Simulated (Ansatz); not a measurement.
Starting cell, NiO (rock salt):

```xyz
2
Lattice="0.0000 2.0953 2.0953 2.0953 0.0000 2.0953 2.0953 2.0953 0.0000" Properties=species:S:1:pos:R:3 pbc="T T T"
O      0.0000     0.0000     0.0000
Ni     2.0953     2.0953     2.0953
```

In this cell atom 1 (O, nearest neighbour Ni at 2.095 Å; its periodic images, 3.0 Å or more away, move with it) is moved by s along Cartesian [111], unit vector (0.577, 0.577, 0.577); all other atoms and the cell stay fixed.

Method: r2SCAN (plane waves to 500 eV, PAW, scalar-relativistic; Ansatz, an electronic-structure program). k mesh 11×11×11 (Γ-centred), Fermi-Dirac smearing 0.05 eV. Energies are smeared free energies. NiO is run spin-polarised and with no Hubbard U; the real compound is an antiferromagnetic insulator, a state that this run doesn't describe. NiO was relaxed with its symmetry unable to fall. Relaxed NiO ends ferromagnetic. The PAW data are Ansatz's earlier set. The magnetic order is the one the run started from; other orders were not tried. ΔE is measured from the undisplaced structure.

The scan covers s from -0.210 to 0.210 Å in 11 points.

### Question
Is this a single well or a double well?

### Answer
A single well with its minimum at or next to zero displacement.

### Question
Is the energy the same for equal positive and negative displacements?

### Answer
Even: the same for both signs. With its periodic images moving along, the atom's site symmetry in this cell is m-3m.

### Question
What force acts on the atom along the line at s = -0.210 Å?

### Answer
0.866 eV/Å.

### Question
What is the force constant k = d²E/ds² of this move at s = 0?

### Answer
3.42 eV/Å².

### Question
With two atoms in the cell this is the zone-centre optical mode. What wavenumber follows (transverse: no LO-TO term)?

### Answer
272 cm⁻¹.

(A displaced cell: forces are minus the slopes of the energy, force constants its curvatures, and phonons follow from these.)
